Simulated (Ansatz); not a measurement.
What DFT gives for PbAu2

```
Pb Au
1.0
     3.83819    0.00000    0.00000
    -1.91909    3.32397    0.00000
     0.00000    0.00000    5.66948
Pb Au
1 2
Direct
  0.00000 0.00000 0.00000
  0.33330 0.66670 0.20000
  0.66670 0.33330 0.80000
```

The numbers come from plane-wave PAW DFT (Ansatz): r2SCAN, no spin polarisation, 500 eV, 10×10×6 Γ-centred k points, fermi-dirac occupations (width 0.1 eV). Nothing was relaxed.

Q: Is it stable against the elements?

A: 1.44 eV an atom against the elements' usual phases (free molecules for gases, crystals otherwise, with no correction for O₂ or N₂), so at this geometry it isn't bound against them. Relaxing would lower it.

Q: Is there a gap?

A: It is a metal, with about 1.4 states/eV a cell as the mean within 0.25 eV of the Fermi level, mostly Pb p (43 %), Au s (23 %) and Au d (15 %).

Q: Is the cell too large or too small?

A: The pressure is 36.6 GPa (compression positive), so with the atoms held at these fractions the cell would first expand; the forces are large, so a full relaxation may end otherwise. The principal stresses 22.0, 43.8, 43.8 GPa differ, so its shape would change too.

Q: What do density and ELF say about some of the short contacts?

A: Pb–Au at 2.49 Å: least valence density 0.60 e/Å³ and ELF 0.30 there. These are pseudo-fields; inside the PAW spheres they differ from the all-electron ones.

Q: How is the charge shared?

A: Bader charges in e: Pb +0.79, Au -0.40. In the mean Pb gives up most and Au takes most.

Q: Where is the largest force?

A: The largest is on Au2 (and as large on other atoms): 5.29 eV/Å, components (0.00, 0.00, 5.29). It makes 117° with the line to a nearest neighbour, Pb1 at 2.49 Å.

Origin: a known structure type with other elements, at an estimated volume, so it need not be a known compound. Caveats: atoms or cell far from equilibrium.
